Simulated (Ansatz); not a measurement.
Tc:
```
CELL_PARAMETERS angstrom
      2.72380     0.00000     0.00000
     -1.36190     2.35888     0.00000
      0.00000     0.00000     8.72307
ATOMIC_POSITIONS crystal
  Tc 0.00000 0.00000 0.00000
  Tc 0.00000 0.00000 0.50000
  Tc 0.33333 0.66667 0.25000
  Tc 0.66667 0.33333 0.75000
```

Relaxed with PBEsol.

Q: Which orbitals make up the states near the Fermi level in PBEsol in the plane-wave PAW code Ansatz?

A: Within 0.5 eV of the Fermi level: Tc 4d 90 %, Tc 5s 6 %. Projections are on Löwdin-orthogonalised atomic valence shells; empty p or d shells of many metals are not among them.

Q: Tabulate the density of states.

A: States/eV per cell of 4 atoms, in 0.25 eV bins, energy from the Fermi level.

| E (eV) | total | Tc 4d | Tc 5s | Tc 4p |
|---|---|---|---|---|
| -7.65 | 0.00 | 0.00 | 0.00 | 0.00 |
| -7.40 | 0.07 | 0.00 | 0.06 | 0.00 |
| -7.15 | 0.14 | 0.00 | 0.12 | 0.00 |
| -6.90 | 0.21 | 0.00 | 0.18 | 0.00 |
| -6.65 | 0.24 | 0.00 | 0.21 | 0.00 |
| -6.40 | 0.31 | 0.01 | 0.27 | 0.01 |
| -6.15 | 0.38 | 0.02 | 0.32 | 0.01 |
| -5.90 | 0.65 | 0.21 | 0.40 | 0.01 |
| -5.65 | 1.88 | 1.24 | 0.58 | 0.02 |
| -5.40 | 3.89 | 2.80 | 1.00 | 0.03 |
| -5.15 | 4.70 | 3.45 | 1.14 | 0.05 |
| -4.90 | 5.47 | 4.30 | 1.06 | 0.05 |
| -4.65 | 6.37 | 5.40 | 0.86 | 0.05 |
| -4.40 | 5.76 | 4.94 | 0.72 | 0.06 |
| -4.15 | 5.47 | 4.80 | 0.57 | 0.06 |
| -3.90 | 3.73 | 3.39 | 0.26 | 0.04 |
| -3.65 | 3.99 | 3.66 | 0.23 | 0.04 |
| -3.40 | 3.23 | 2.96 | 0.18 | 0.04 |
| -3.15 | 4.03 | 3.67 | 0.24 | 0.04 |
| -2.90 | 4.52 | 4.07 | 0.33 | 0.04 |
| -2.65 | 4.42 | 4.01 | 0.29 | 0.04 |
| -2.40 | 5.15 | 4.77 | 0.25 | 0.04 |
| -2.15 | 5.39 | 4.99 | 0.27 | 0.04 |
| -1.90 | 6.25 | 5.72 | 0.32 | 0.05 |
| -1.65 | 4.61 | 4.18 | 0.27 | 0.03 |
| -1.40 | 5.72 | 5.24 | 0.31 | 0.03 |
| -1.15 | 6.23 | 5.72 | 0.35 | 0.03 |
| -0.90 | 5.45 | 4.92 | 0.35 | 0.03 |
| -0.65 | 5.27 | 4.68 | 0.38 | 0.03 |
| -0.40 | 4.65 | 4.17 | 0.28 | 0.02 |
| -0.15 | 3.48 | 3.12 | 0.21 | 0.02 |
| 0.10 | 3.27 | 2.94 | 0.19 | 0.01 |
| 0.35 | 3.44 | 3.10 | 0.18 | 0.01 |
| 0.60 | 3.39 | 3.05 | 0.18 | 0.01 |
| 0.85 | 4.44 | 4.12 | 0.16 | 0.01 |
| 1.10 | 3.88 | 3.61 | 0.12 | 0.01 |
| 1.35 | 3.47 | 3.21 | 0.12 | 0.01 |
| 1.60 | 3.08 | 2.84 | 0.12 | 0.01 |

Space group P6_3/mmc (dhcp (α-La type)). The first step of the workflow began from a Materials Project structure, measured or hypothetical. Its sites differ from those of the usual phase in this space group: another stacking or structure type. The PBEsol relaxation kept the symmetry of its start; its stability against distortions is not shown here. The run is not spin-polarised. Spin–orbit coupling is left out wherever it is not named.

Potentials: the later of the program's two PAW sets.
